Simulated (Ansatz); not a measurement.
Notes on Na$_{2}$PdBr$_{6}$

```yaml
crystal:
  lattice:
    - [0.00000, 4.81130, 4.81130]
    - [4.81130, 0.00000, 4.81130]
    - [4.81130, 4.81130, 0.00000]
  atoms:
    - { symbol: Pd, position: [0.00000, 0.00000, 0.00000] }
    - { symbol: Na, position: [0.25000, 0.25000, 0.25000] }
    - { symbol: Na, position: [0.75000, 0.75000, 0.75000] }
    - { symbol: Br, position: [0.75000, 0.25000, 0.25000] }
    - { symbol: Br, position: [0.25000, 0.75000, 0.25000] }
    - { symbol: Br, position: [0.25000, 0.75000, 0.75000] }
    - { symbol: Br, position: [0.75000, 0.25000, 0.75000] }
    - { symbol: Br, position: [0.25000, 0.25000, 0.75000] }
    - { symbol: Br, position: [0.75000, 0.75000, 0.25000] }
```

The numbers come from plane-wave PAW DFT (Ansatz): r2SCAN, no spin polarisation, 500 eV, 6×6×6 Γ-centred k points, fermi-dirac occupations (width 0.1 eV). Nothing was relaxed.

**Question.** Is it stable against the elements?

**Answer.** -0.84 eV an atom against the elements' usual phases (free molecules for gases, crystals otherwise, with no correction for O₂ or N₂), so it is bound against them; other compounds may still compete. Relaxing would lower it.

**Question.** Metal or insulator?

**Answer.** Counting bands on this mesh leaves a gap of 0.23 eV, but it is narrow, so a finer mesh and a narrower smearing would have to settle it.

**Question.** Where is the largest force?

**Answer.** The largest is on Br8 (and as large on other atoms): 0.37 eV/Å, components (0.00, 0.00, 0.37). It makes 180° with the line to a nearest neighbour, Pd1 at 2.41 Å, pointing away from it.

**Question.** Give the Bader charges.

**Answer.** Bader charges in e: Na +0.92, Pd +0.68, Br -0.42. In the mean Na gives up most and Br takes most.

Origin: a known structure type with other elements, at an estimated volume, so it need not be a known compound. Caveats: the gap is not wide against the smearing.
